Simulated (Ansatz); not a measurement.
Ag (simple cubic, Pm-3m) at seven volumes, the program Ansatz at the PBEsol level (PAW), scaled uniformly. One row is withheld.

```csv
V (Å³/atom),P (GPa)
17.604,10.90
18.184,6.54
18.764,2.95
19.345,0.00
19.925,-2.41
20.505,-4.37
21.086,?
```

Task: Fit the shown pressures and predict the withheld one.

Result: P = (3/2)B₀(x^(7/2) − x^(5/2))[1 + (3/4)(B′ − 4)(x − 1)] with x = (V₀/V)^(2/3). Least squares on the six rows gives V₀ = 19.346 Å³/atom, B₀ = 88.6 GPa, B′ = 5.64. At V = 21.086, x = 0.9442 and P = -5.98 GPa. The run itself gave -5.96 GPa.

The cell is a constructed one: a structure type filled with these elements; neither database checked (COD, Materials Project) lists it. It is not the phase usual at ambient conditions (space group No. 225). Symmetry was held in the PBEsol relaxation. At this level the phase is mechanically unstable. The run is not spin-polarised.

Potentials: the later of the program's two PAW sets.
